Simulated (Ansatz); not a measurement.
Input:

TiSi:
```xyz
2
Lattice="3.0785 0.0000 0.0000 0.0000 3.0785 0.0000 0.0000 0.0000 3.0785" Properties=species:S:1:pos:R:3 pbc="T T T"
Ti     0.0000     0.0000     0.0000
Si     1.5392     1.5392     1.5392
```

This is the PBEsol-relaxed structure.

Question: All from plane-wave PAW PBEsol (Ansatz code), unless another level is named. Predict the electronic character.

Answer: metallic (no gap).

Question: Predict the density of states at the Fermi level.

Answer: 1.4 states/eV per atom (mean over ±0.08 eV).

Question: What about the formation energy from the elements (no fitted shifts)?

Answer: -0.35 eV/atom.

Space group Pm-3m (CsCl type). The cell is a constructed one: a structure type filled with these elements; neither database checked (COD, Materials Project) lists it. COD files the formula under space group No. 25. Its standing as an ambient phase is unchecked. The cell was relaxed with PBEsol under the symmetry of its start. At this level the phase is mechanically unstable. No spin polarisation was allowed. The references are the lowest solids computed at this level, not always the standard phases.

Potentials: the earlier of the program's two PAW sets. The files were generated under PBE; for other functionals the program regenerates the frozen cores, and for LDA and PBEsol the local potential too.
